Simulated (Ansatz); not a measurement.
Input:

Tl:
```
CELL_PARAMETERS angstrom
      3.38555     0.00000     0.00000
     -1.69278     2.93197     0.00000
      0.00000     0.00000     5.48781
ATOMIC_POSITIONS crystal
  Tl 0.33333 0.66667 0.75000
  Tl 0.66667 0.33333 0.25000
```

This is the LDA-relaxed structure. x, y and z are the axes in which the lattice vectors are written.

Task: All from plane-wave PAW LDA (Ansatz code), unless another level is named. Predict the Debye temperature from the elastic constants.

Result: 81.5 K.

Task: Next, the elastic constants (relaxed ions, GPa)?

Result: C11 = 50.0, C12 = 43.4, C13 = 34.1, C33 = 66.1, C44 = 8.3.

Space group P6_3/mmc (hcp (Mg type)). Symmetry was held in the LDA relaxation. As this level gives no gap, shear constants depend on the k-mesh and smearing (Fermi–Dirac, 0.1 eV here). On the denser mesh and wider smearing of the elastic run this cell carries a stress of 0.3 GPa. Scalar-relativistic: spin–orbit coupling is off unless named, which matters more the heavier the elements.

Potentials: the later of the program's two PAW sets.
